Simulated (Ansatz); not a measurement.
Input deck for Ansatz 0.2.0, then the block of the output on the nuclei.

The start is an entry of the Crystallography Open Database (COD; perhaps a calculated or model structure).

```yaml
crystal:
  lattice:
    - [2.5221, 0.0, 0.0]
    - [-1.26105, 2.1842026709, 0.0]
    - [0.0, 0.0, 4.1186]
  atoms:
    - { symbol: C, position: [0.3333333333, 0.6666666667, 0.0625] }
    - { symbol: C, position: [0.6666666667, 0.3333333333, 0.5625] }
    - { symbol: C, position: [0.3333333333, 0.6666666667, 0.4375] }
    - { symbol: C, position: [0.6666666667, 0.3333333333, 0.9375] }
kpoints:
  mp_grid: { grid: [12, 12, 7] }
scf:
  occupations: { method: fermi_dirac, width: 0.05 }
hamiltonian:
  xc: pbe
  pseudopotentials: { kind: paw }
output:
  forces: true
  stress: true
  populations: true
  efg: { contact_densities: true }
relax:
  f_tol: 0.02
  max_steps: 60
```

```sh
ansatz run input.yaml --threads 1 --pin off --max-ram 2560MiB --backend cpu --events-out ev --progress --plain --runs-dir out
```

The run relaxes the ions first, and the block belongs to the relaxed positions.

Of the output, the block on the nuclei alone is shown; the set-up, the SCF iterations, energies, forces and stress are cut.

```
--- PAW observables at the nuclei: V_zz in 10²¹ V/m², potentials from the cell's mean, atoms counted from 1 ---
  atom   1  C  V_zz =    +0.042702   η = 0.0000   by run symmetry: allowed
            electrostatic potential = -419.201662 V   contact ρ = 866.370666 e/Å³
  atom   2  C  V_zz =    +0.042702   η = 0.0000   by run symmetry: allowed
            electrostatic potential = -419.201662 V   contact ρ = 866.370666 e/Å³
  atom   3  C  V_zz =    +0.042702   η = 0.0000   by run symmetry: allowed
            electrostatic potential = -419.201662 V   contact ρ = 866.370666 e/Å³
  atom   4  C  V_zz =    +0.042702   η = 0.0000   by run symmetry: allowed
            electrostatic potential = -419.201662 V   contact ρ = 866.370666 e/Å³
```

At this cell the PBE pressure is 3 GPa (principal stresses up to 20 GPa in size), so it isn't the equilibrium cell of PBE. The entry's cell may itself be off.
